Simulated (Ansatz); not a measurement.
SiCO$_{4}$ in space group I-4 (No. 82; Si on 2a, C on 2c, O on 8g), plane-wave PAW PBE (Ansatz code). The conduction-band minimum lies at Γ, with 1 equivalent valley. Second derivatives d²E/dk² of the lowest band at one valley (eV·Å²), along Cartesian directions:

| direction | d²E/dk² |
|---|---|
| [100] | 13.46 |
| [010] | 13.46 |
| [001] | 13.72 |
| [110] | 13.46 |
| [101] | 13.59 |
| [011] | 13.59 |

Find the principal effective masses, the density-of-states mass and the conductivity mass.

Off-diagonal terms follow from H_xy = H[110] − (H_xx + H_yy)/2, and m*/mₑ = 7.620 eV·Å² over each eigenvalue: 0.56, 0.57, 0.57. One valley's DOS mass (m₁m₂m₃)^(1/3) = 0.56, conductivity mass 3/(Σ 1/mᵢ) = 0.56 mₑ.

What effective density of states Nc follows at 300 K for parabolic valleys?

Nc = 2.509e19 × 1 × (0.56)^(3/2) ≈ 1.1e19 cm⁻³.

The start of the workflow was typed in or built on a structure type; neither database checked (COD, Materials Project) lists it. Its standing as an ambient phase is unchecked. Symmetry was held in the PBE relaxation; its stability against distortions is not shown here. The volume moved by 18 % from the start of the relaxation.

Potentials: the later of the program's two PAW sets.

Edges and masses are those of Kohn–Sham bands, whose gap is no quasiparticle gap.
